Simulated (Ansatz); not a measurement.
Relaxed CdS (zinc blende):

```
CELL_PARAMETERS angstrom
      0.00000     5.92662     5.92662
      2.96331     0.00000     2.96331
      2.96331     2.96331     0.00000
ATOMIC_POSITIONS crystal
  S  0.37500 0.75000 0.75000
  S  0.87500 0.75000 0.75000
  Cd 0.00000 0.00000 0.00000
  Cd 0.50000 0.00000 0.00000
```

In this cell atom 2 (S, nearest neighbour Cd at 2.566 Å; its periodic images, 4.2 Å or more away, move with it) is moved by s along Cartesian [111], unit vector (0.577, 0.577, 0.577); all other atoms and the cell stay fixed.

Level of theory: PBE (plane waves to 420 eV, PAW, scalar-relativistic; Ansatz, an electronic-structure program). k mesh 4×8×8 (Γ-centred), Fermi-Dirac smearing 0.05 eV. The energy includes the smearing's −TS. CdS was relaxed with its symmetry unable to fall. The zero of ΔE is the undisplaced structure.

```json
[
 {"s (Å)": "-0.260", "ΔE (meV/cell)": "withheld"},
 {"s (Å)": "-0.208", "ΔE (meV/cell)": "83.9"},
 {"s (Å)": "-0.156", "ΔE (meV/cell)": "50.5"},
 {"s (Å)": "-0.104", "ΔE (meV/cell)": "24.0"},
 {"s (Å)": "-0.052", "ΔE (meV/cell)": "6.4"},
 {"s (Å)": "0.000", "ΔE (meV/cell)": "0.0"},
 {"s (Å)": "0.052", "ΔE (meV/cell)": "7.4"},
 {"s (Å)": "0.104", "ΔE (meV/cell)": "31.6"},
 {"s (Å)": "0.156", "ΔE (meV/cell)": "76.2"},
 {"s (Å)": "0.208", "ΔE (meV/cell)": "145.6"},
 {"s (Å)": "0.260", "ΔE (meV/cell)": "244.8"}
]
```

Task: Fit a polynomial form (powers 2, 3, 4) to the given rows and predict ΔE at s = -0.260.

Result: Least squares on the 10 given rows: ΔE = (2528)·s² + (3430)·s³ + (2963)·s⁴, in meV/cell with s in Å; root-mean-square residual 0.13 meV/cell. At -0.260 the fit gives 124.1 meV/cell; the calculation gives 122.6 meV/cell, so the extrapolation is off by 1.5 (+1.2 %). The quadratic term alone would give 170.9 meV/cell.

(A displaced cell: forces are minus the slopes of the energy, force constants its curvatures, and phonons follow from these.)
